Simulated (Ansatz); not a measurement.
Given:

In:
```cif
data_In
_chemical_formula_sum 'In1'
_space_group_name_H-M_alt 'Pm-3m'
_space_group_IT_number 221
_space_group_name_Hall '-P 4 2 3'
_cell_length_a 3.03967
_cell_length_b 3.03967
_cell_length_c 3.03967
_cell_angle_alpha 90.000
_cell_angle_beta 90.000
_cell_angle_gamma 90.000
loop_
_atom_site_label
_atom_site_type_symbol
_atom_site_symmetry_multiplicity
_atom_site_Wyckoff_symbol
_atom_site_fract_x
_atom_site_fract_y
_atom_site_fract_z
_atom_site_occupancy
In1 In 1 a 0.00000 0.00000 0.00000 1
```

This is the r²SCAN-relaxed structure.

All from r²SCAN (plane waves, PAW; program Ansatz), unless another level is named. Predict the density of states at the Fermi level.

0.52 states/eV per atom (mean over ±0.08 eV).

And the gap with spin–orbit coupling?

none (metallic).

The cell is a constructed one: a structure type filled with these elements; neither database checked (COD, Materials Project) lists it. It is not the phase usual at ambient conditions (space group No. 139). The r²SCAN relaxation kept the symmetry of its start. At this level the phase is mechanically unstable. Scalar-relativistic: spin–orbit coupling is off unless named, which matters more the heavier the elements.

Potentials: the later of the program's two PAW sets.
